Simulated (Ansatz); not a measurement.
NbP in space group I4_1md (No. 109; Nb on 4a, P on 4a) under volume change, PBE in the plane-wave PAW code Ansatz, shape and atoms relaxed at each volume.

```csv
V (Å³/atom),E − E(relaxed) (meV/atom),P (GPa)
14.562,88.6,21.37
15.042,37.3,13.12
15.522,8.8,6.05
16.002,0.0,0.00
16.482,8.0,-5.17
16.962,30.2,-9.59
17.442,64.8,-13.35
```

What does a third-order Birch–Murnaghan fit give for V₀, B₀ and B′?

V₀ = 16.00 Å³/atom, B₀ = 186 GPa, B′ = 4.2.

Symmetry was held in the PBE relaxation; of distortions, only those at the zone centre were tested. No spin polarisation was allowed.

Potentials: the later of the program's two PAW sets.
